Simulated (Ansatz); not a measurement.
A geometry of Bi$_{2}$Se$_{3}$ away from equilibrium: the start of the relaxation of a generated trial cell of Bi2Se3 in the A-La2O3 structure type. The numbers are results of PBEsol (plane waves to 420 eV, PAW, scalar-relativistic; Ansatz, a quantum-chemistry and plane-wave program), not measurements. Γ-centred k-mesh 6×6×3 on the run's cell (coarser than for final values), Fermi–Dirac smearing 0.05 eV.

```xyz
5
Lattice="4.7394 0.0000 0.0000 -2.3697 4.1044 0.0000 0.0000 0.0000 7.3847" Properties=species:S:1:pos:R:3:forces:R:3 pbc="T T T" free_energy=-40762.624 pressure_GPa=-0.3
Bi     0.0000     2.7363     1.8218    0.0000    0.0000   -0.5931
Bi     2.3697     1.3681     5.5629    0.0000    0.0000    0.5931
Se     0.0000     0.0000     0.0000    0.0000    0.0000    0.0000
Se     0.0000     2.7363     4.7779    0.0000    0.0000   -0.3058
Se     2.3697     1.3681     2.6068    0.0000    0.0000    0.3058
```

Positions in Å, forces in eV/Å, free energy of the cell in eV (comparable only within this code, potentials and settings). Largest force: 0.59 eV/Å, on Bi1, Bi2 (atoms numbered as listed); the geometry lies 0.16 eV/atom above the end of its relaxation.

No spin polarisation in the result.

The run could not lose the symmetry of its start, so the end can be a saddle point.

The end of the path is a generated cell of Bi2Se3: the first start was made by placing the elements on the sites of a structure type, and the end was not matched to a known phase here, so it may be hypothetical. Known forms of Bi2Se3 include space group No. 166.
